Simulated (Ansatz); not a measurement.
Ti (hcp (Mg type), space group No. 194), a = b = 2.9348 Å, c = 4.6420 Å, α = β = 90.00°, γ = 120.00°.

Relaxed with r²SCAN.

Question: Which orbitals make up the states near the Fermi level in r²SCAN (plane waves, PAW; program Ansatz)?

Answer: Within 0.5 eV of the Fermi level: Ti 3d 91 %, outside the projected shells 5 %. Projections are on Löwdin-orthogonalised atomic valence shells; empty p or d shells of many metals are not among them.

Question: Tabulate the density of states.

Answer: States/eV per cell of 2 atoms, in 0.25 eV bins, energy from the Fermi level.

```tsv
E (eV)	total	Ti 3d	Ti 4s	Ti 3p
-6.75	0.00	0.00	0.00	0.00
-6.50	0.06	0.00	0.05	0.00
-6.25	0.11	0.00	0.10	0.00
-6.00	0.14	0.00	0.13	0.00
-5.75	0.17	0.00	0.16	0.00
-5.50	0.21	0.00	0.18	0.00
-5.25	0.24	0.01	0.21	0.01
-5.00	0.27	0.01	0.24	0.01
-4.75	0.31	0.02	0.27	0.01
-4.50	0.35	0.03	0.30	0.01
-4.25	0.39	0.04	0.33	0.01
-4.00	0.45	0.07	0.36	0.01
-3.75	0.52	0.10	0.39	0.01
-3.50	0.61	0.16	0.43	0.01
-3.25	0.76	0.26	0.47	0.01
-3.00	1.06	0.50	0.53	0.01
-2.75	1.73	1.11	0.58	0.02
-2.50	1.73	1.20	0.49	0.02
-2.25	2.05	1.58	0.41	0.02
-2.00	2.28	1.91	0.30	0.02
-1.75	2.87	2.59	0.18	0.02
-1.50	2.12	1.92	0.09	0.02
-1.25	2.44	2.18	0.12	0.02
-1.00	3.26	2.82	0.19	0.02
-0.75	3.70	3.27	0.16	0.02
-0.50	1.95	1.74	0.08	0.01
-0.25	1.45	1.29	0.05	0.01
0.00	1.61	1.44	0.05	0.01
0.25	3.63	3.34	0.11	0.01
0.50	4.03	3.69	0.14	0.01
0.75	4.09	3.68	0.16	0.01
1.00	4.55	4.10	0.18	0.01
1.25	4.48	4.15	0.11	0.01
1.50	2.75	2.62	0.03	0.00
1.75	2.13	2.07	0.02	0.00
2.00	2.05	2.00	0.02	0.00
2.25	2.07	2.04	0.02	0.00
2.50	2.16	2.12	0.02	0.00
2.75	2.37	2.32	0.03	0.00
3.00	3.19	3.11	0.06	0.00
```

Space group P6_3/mmc (hcp (Mg type)). The cell was relaxed with r²SCAN under the symmetry of its start; of distortions, only those at the zone centre were tested. No spin polarisation was allowed. Axis ratios of metals converge slowly with the k-mesh, so a and c are less sure than the volume.

Potentials: the earlier of the program's two PAW sets.
